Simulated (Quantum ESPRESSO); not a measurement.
# Moving one atom in Ge6PGa

These are calculations, not measurements. They come from pw.x of Quantum ESPRESSO 7.5, a plane-wave density functional program, with PseudoDojo standard norm-conserving files (v0.5 for PBE, v0.4.1 for LDA and PBEsol). The cells are made up: elements, strain and atom displacements were drawn at random, and nothing was relaxed. There is no spin polarisation, spin-orbit coupling or dispersion term.

The cell has 8 sites of a zincblende or diamond lattice. Sites 1 to 4 hold Ge P Ge Ga; sites 5 to 8 hold Ge Ge Ge Ge. Cell vectors in Å: (5.521, -0.035, -0.073); (-0.035, 5.719, 0.045); (-0.073, 0.045, 5.582). Settings: PBE, cutoff 1088 eV, 6 x 6 x 6 k mesh shifted by half a step, Fermi-Dirac smearing of 0.1 eV.

Each run shifts the Ge atom on site 8 along z and leaves all else fixed. Site 1 is one of its nearest neighbours. E is the free energy of the cell above the lowest run shown.

| run | shift (Å) | Fz on site 8 (eV/Å) | Fz on site 1 (eV/Å) | P (GPa) | E (meV) |
| --- | --- | --- | --- | --- | --- |
| 1 | -0.1778 | 1.788 | -1.202 | 6.53 | 124.5 |
| 2 | -0.1581 | 1.539 | -1.117 | 6.48 | 91.7 |
| 3 | -0.1000 | 0.793 | -0.872 | 6.36 | 23.9 |
| 4 | -0.0319 | -0.092 | -0.597 | 6.32 | 0.0 |
| 5 | 0.1119 | -1.933 | -0.079 | 6.55 | 146.6 |
| 7 | 0.1783 | -2.738 | 0.124 | 6.80 | 301.9 |
| 6 | 0.1519 | ? | ? | ? | ? |

A rerun of one of these cells at 1377 eV and k mesh 8 x 8 x 8 moved values by no more than 0.002 eV in the cell's energy, 0.02 GPa in stress and 0.007 eV/Å in force.

## Worked fit

A parabola through the six runs shown gives Fz on site 8 = -0.502 - 12.76 u + 0.9 u² eV/Å, with u in Å and a scatter of 0.013 eV/Å. Minus the slope, 12.76 ± 0.22 eV/Å², is this atom's force constant along z at u = 0, with its periodic images moving too. The fitted force vanishes at u = -0.039 Å, where the energy should be lowest along this line. The error is the larger of the fit's own and the change that a cubic makes, rounded up.

## Withheld run

Question: what Fz on site 8 should run 6 give?

The fit gives -2.419 eV/Å. The calculation gave -2.423 eV/Å.

```
run,shift (Å),Fz on site 8 (eV/Å),Fz on site 1 (eV/Å),P (GPa),E (meV)
6,0.1519,-2.423,0.046,6.69,233.8
```